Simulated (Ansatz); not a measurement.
input.yaml (Ansatz)

```yaml
crystal:
  lattice:
    - [0.0, 2.8465169987, 2.8465169987]
    - [2.8465169987, 0.0, 2.8465169987]
    - [2.8465169987, 2.8465169987, 0.0]
  atoms:
    - { symbol: Pt, position: [0.125, 0.125, 0.125] }
    - { symbol: Pt, position: [0.875, 0.875, 0.875] }
hamiltonian:
  xc: pbesol
  pseudopotentials:
    kind: paw
    azcp:
      Pt: "pseudopotentials/Pt.paw.azcp"
basis:
  ecutwfc: 420
  fft_grid_basis: typed
kpoints:
  mp_grid: { grid: [16, 16, 16], shift: [0, 0, 0] }
magnetization:
  spin_polarized: false
scf:
  occupations: { method: fermi_dirac, width: 0.1 }
```

and its output:

```
Warning: the record states the generating functional pbe (its physics header spells it `PBE`), which answers neither for hamiltonian.xc's functional nor for the pbesol family's — results may be inconsistent (PPs are generated against a specific XC)
Engine: ansatz 0.2.0, aarch64-unknown-linux-gnu
Pseudopotentials: kind: paw
Pseudopotential: Pt, paw, valence charge 18, recommended cutoff 420 eV (normal) 
Functional definition: PBEsol
  exchange = pbesol_x
  correlation = pbesol_c
Crystal: 2 atoms, lattice volume = 46.129 Å³
Basis set: ecut = 420 eV, 893 PW (Γ)
Bands: 22, of which v1, the nominal top of the filled ones, is band 18 counted from 1 (17 counted from 0)
Symmetry: 48 space group operations
Space group: Fd-3m (ITA 227), of the structure as read, at distance tolerance 3.6e-5 Å
k-points: 145 of 4096
Non-local potential: Pt, projectors of the file, l = 0: 3, l = 1: 2, l = 2: 2, l = 3: 1
PAW form: soft (Blöchl's): semilocal exchange-correlation on the pseudo side does not see the compensation charge
PAW frozen core: Pt, regenerated for the run's functional, and the local potential with it (the file was generated under x = pbe(κ = 0.804, μ = 0.2195149727645171), c = pbe(β = 0.06672455060314922))
PAW one-centre angular grid: Pt, 590 points (default); XC on 64 Gauss nodes
Initial density: superposition of atomic densities (neutral atoms: chi_scale 0, normalization atom), corrected by the library's trained network
Initial wavefunctions: pseudopotential atomic-orbital guess
Functional: x = pbesol(κ = 0.804, μ = 0.12345679012345678), c = pbesol(β = 0.046)
SCF iter   1: F=—  HF=-24765.158189 eV  |F-HF|=—  |Δ(HF+E_count)|=         —  Δρ=8.64e-3  dr2=3.18e-2  ethr=1.77e-3  ⟨swp⟩=5.3  Hψ=13322  notcnv=0
SCF iter   2: F=—  HF=-24765.153645 eV  |F-HF|=—  |Δ(HF+E_count)|=   4.54e-3  Δρ=4.26e-3  dr2=6.69e-3  ethr=8.84e-5  ⟨swp⟩=2.0  Hψ=6380  notcnv=0
SCF iter   3: F=—  HF=-24765.152152 eV  |F-HF|=—  |Δ(HF+E_count)|=   1.49e-3  Δρ=7.84e-4  dr2=3.41e-4  ethr=1.86e-5  ⟨swp⟩=2.5  Hψ=5478  notcnv=0
SCF iter   4: F=—  HF=-24765.152063 eV  |F-HF|=—  |Δ(HF+E_count)|=   8.86e-5  Δρ=1.18e-4  dr2=1.16e-5  ethr=9.49e-7  ⟨swp⟩=2.1  Hψ=4625  notcnv=0
SCF iter   5: F=—  HF=-24765.152069 eV  |F-HF|=—  |Δ(HF+E_count)|=   5.80e-6  Δρ=1.67e-5  dr2=1.46e-7  ethr=3.23e-8  ⟨swp⟩=2.1  Hψ=4548  notcnv=0
SCF iter   6: F=-24765.152069 eV  HF=-24765.152069 eV  |F-HF|=4.98e-10  |Δ(HF+E_count)|=   2.48e-8  Δρ=1.29e-6  dr2=3.25e-10  ethr=2.78e-10  ⟨swp⟩=2.1  Hψ=6474  notcnv=0
SCF 1 converged in 6 iterations: F = -24765.152069 eV  dr2 = 3.25e-10
SCF converged after 6 iterations
Free energy (F): -24765.152069 eV
Harris-Foulkes:  -24765.152069 eV  (|F-HF|=4.98e-10)
Internal energy: -24765.005714 eV  (E = F + TS)
E sigma→0 (E₀):  -24765.078891 eV
Entropy (-TS):   -0.146355 eV (-73.177 meV/atom)
Fermi energy:    13.318795 eV
--- Per-component energies (eV) ---
  E_band       = -615.550183
  E_kinetic    = 1273.264977
  E_local      = -4649.755587  (includes V_loc(G=0)·N_el)
  E_nonlocal   = 407.145544
  E_hartree    = 1769.571588
  E_xc         = -517.429439
  E_vxc        = -600.418703  (∫ρ·V_xc dr)
  E_paw        = -18633.854725  (= ΣΔE_a)
  E_vpaw       = -584.929736  (= ΣTr[D̂ρ^β])
  E_aug_tail   = 0.000382  (compensation charges beyond the density's cutoff)
  E_ewald      = -4414.522417
  E_core_change = 0.573962  (= ΣΔE_core)
  E_smearing   = -0.146355  (= −TS)
  E_closure    = -0.000000  (closes the sum)
  Σ components = -24765.152069   (vs F -24765.152069, Δ=0.00e0)
```
